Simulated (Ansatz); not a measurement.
# PbO: computed DOS

```cif
data_structure
_symmetry_space_group_name_H-M 'P4/nmm:1'
_symmetry_Int_Tables_number 129
_cell_length_a 3.9744
_cell_length_b 3.9744
_cell_length_c 5.0220
_cell_angle_alpha 90.000
_cell_angle_beta 90.000
_cell_angle_gamma 90.000
_cell_volume 79.33
loop_
_atom_site_label
_atom_site_type_symbol
_atom_site_symmetry_multiplicity
_atom_site_Wyckoff_symbol
_atom_site_fract_x
_atom_site_fract_y
_atom_site_fract_z
_atom_site_occupancy
Pb1 Pb 2 c 0.00000 0.50000 0.23510 1
O1 O 2 a 0.00000 0.00000 0.00000 1
```

The runs use the primitive cell with vectors (3.974, 0.000, 0.000), (0.000, 3.974, 0.000), (0.000, 0.000, 5.022) Å, to which the k mesh refers.

The cell is a measured one (Crystallography Open Database entry 9012700); the temperature and pressure of the measurement aren't taken into account, and nothing was relaxed.

Spin–orbit coupling is left out, though it moves levels of the heavy atoms by tenths of an eV or more.

Theory: Ansatz 0.2.0, DFT, LDA, all-electron LAPW, scalar-relativistic.

Numerical set-up: a Γ-centred 7×7×6 k mesh, Fermi–Dirac smearing of 0.03 eV, basis error target 1 meV/atom, no spin polarisation.

(1) Which of the resolved shells contributes most in the top eV of the valence band?

(2) Tabulate the density of states.

## Answers

(1) O 2p, with 61 % of all states there; Pb 6s follows with 21 %.

(2) States per eV and cell, averaged over 0.6 eV, from -5.9 to 3.5 eV, with energies (bin centres) from the valence-band top; empty bins are left out. The partial columns, the largest 3 alone, are projections on Löwdin-orthogonalised atomic shells (those that the program's projection atoms carry: the occupied ones and, for some elements, an empty d or f shell; other empty shells have no column), summed over atoms of an element. Weights on diffuse s and p shells depend on that basis and aren't pure angular character.
| E (eV) | total | O 2p | Pb 6p | Pb 6s |
| --- | --- | --- | --- | --- |
| -5.7 | 0.26 | 0.05 | 0.02 | 0.17 |
| -5.1 | 0.16 | 0.04 | 0.02 | 0.08 |
| -4.5 | 2.24 | 1.45 | 0.67 | 0.05 |
| -3.9 | 2.55 | 1.80 | 0.65 | 0.03 |
| -3.3 | 2.03 | 1.53 | 0.43 | 0.01 |
| -2.7 | 2.65 | 2.03 | 0.50 | 0.04 |
| -2.1 | 3.77 | 2.68 | 0.70 | 0.30 |
| -1.5 | 4.03 | 3.10 | 0.51 | 0.34 |
| -0.9 | 2.03 | 1.29 | 0.38 | 0.32 |
| -0.3 | 0.67 | 0.41 | 0.08 | 0.17 |
| 1.5 | 0.10 | 0.01 | 0.07 | 0.00 |
| 2.1 | 0.64 | 0.07 | 0.42 | 0.06 |
| 2.7 | 2.77 | 0.48 | 1.71 | 0.22 |
| 3.3 | 2.78 | 0.65 | 1.57 | 0.33 |
